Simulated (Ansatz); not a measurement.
A distorted cell of PtSb2 (space group Pa-3):

```xyz
12
Lattice="6.4218 0.0000 0.0000 0.0000 6.4218 0.0000 0.0000 0.0000 6.4218" Properties=species:S:1:pos:R:3 pbc="T T T"
Sb     2.5088     0.8837     5.7419
Sb     3.9131     5.5382     0.6799
Sb     0.7021     5.5382     2.5310
Sb     5.7197     0.8837     3.8908
Sb     5.5141     2.4847     0.9300
Sb     0.9077     3.9371     5.4919
Sb     4.1187     3.9371     4.1409
Sb     2.3032     2.4847     2.2809
Pt     0.0000     3.2109     3.2109
Pt     3.2109     3.2109     0.0000
Pt     3.2109     0.0000     3.2109
Pt     0.0000     0.0000     0.0000
```

Level of theory: LDA (plane waves to 420 eV, PAW, scalar-relativistic; Ansatz, a program for electronic structure). k mesh 6×6×6 (Γ-centred), Fermi-Dirac smearing 0.05 eV. Stress and pressure are positive under compression. With partly filled bands, energies and forces of such displacements shift with the k mesh and the smearing. At this level the bands of PtSb2 touch or barely overlap; measurements give the solid a gap. PtSb2 is run without spin polarisation. PtSb2 was relaxed with its symmetry unable to fall. Spin-orbit coupling is left out, though Pt and Sb are heavy.

Task: What forces act on the atoms (eV/Å, Cartesian)?

Result: 
| atom | Fx | Fy | Fz |
|---|---|---|---|
| Sb1 | -1.707 | -1.225 | -1.932 |
| Sb2 | 1.707 | 1.225 | 1.932 |
| Sb3 | 1.707 | 1.225 | -1.932 |
| Sb4 | -1.707 | -1.225 | 1.932 |
| Sb5 | 1.272 | -1.156 | -1.722 |
| Sb6 | -1.272 | 1.156 | 1.722 |
| Sb7 | -1.272 | 1.156 | -1.722 |
| Sb8 | 1.272 | -1.156 | 1.722 |
| Pt9 | 0.000 | 0.000 | 0.000 |
| Pt10 | 0.000 | 0.000 | 0.000 |
| Pt11 | 0.000 | 0.000 | 0.000 |
| Pt12 | 0.000 | 0.000 | 0.000 |

Task: Give the stress tensor in GPa and the pressure.

Result: 
```
    1.9     -0.4      0.0
   -0.4      4.7      0.0
    0.0      0.0      2.3
```
The pressure, a third of the trace, is 3.0 GPa.

(For displaced atoms, the force is minus the slope of the energy, and its curvature is a force constant, which sets phonon frequencies.)
